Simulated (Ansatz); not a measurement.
## Rh: from a starting cell to a relaxed one

The start is a randomly generated symmetric cell of Rh (space group No. 49). The cell and all atomic positions are relaxed at zero pressure with r2SCAN (plane waves to 500 eV, PAW, scalar-relativistic; Ansatz, a program for electronic structure). The first steps use a coarse 11×8×7 k-mesh.

The start:
```
CELL_PARAMETERS angstrom
      3.05378     0.00000     0.00000
      0.00000     4.26494     0.00000
      0.00000     0.00000     4.95797
ATOMIC_POSITIONS crystal
  Rh 0.18080 0.76398 0.50000
  Rh 0.81920 0.23602 0.50000
  Rh 0.81920 0.76398 0.00000
  Rh 0.18080 0.23602 0.00000
```

Q: Which atoms feel the largest initial force, and how large is it?

A: 1.95 eV/Å, on Rh1, Rh2, Rh3, Rh4 (atoms numbered as listed).

Q: Does the structure survive the relaxation? Give the final space group.

A: The space group goes from Pccm (No. 49) to I4/mmm (No. 139); the end is AFLOW prototype A_tI2_139_a (A_a), with 1 atom in the primitive cell.

Q: By how much does the energy per atom fall from start to end?

A: 0.55 eV/atom.

Q: How does the volume per atom move from start to end?

A: -12.9 %, from 16.14 to 14.06 Å³/atom.

Q: How do the shortest distances between atoms change?

A: The closest pairs of elements (up to four, under 3.6 Å), start → end: Rh–Rh 2.30 → 2.66 Å.

Q: Write out the relaxed structure.

A: 
Space group I4/mmm (No. 139); a = b = 3.255 Å, c = 2.655 Å, α = β = γ = 90.00°

| atom | site | symmetry | x | y | z |
|---|---|---|---|---|---|
| Rh | 2b | 4/mmm | 0.0000 | 0.0000 | 0.5000 |
(The calculation used a cell of 1 atom; values per cell refer to that cell.)

Final values are on a 22×22×22 k-mesh of the relaxed cell. No spin polarisation in the result.

The run could not lose the symmetry of its start: the end is stationary, and may be a saddle point rather than a minimum.

The relaxed structure here is a generated cell of Rh: the first start was made by a random draw of sites in a space group, and the end was not matched to a known phase here, so it may be hypothetical. Known forms of Rh include space group No. 225.
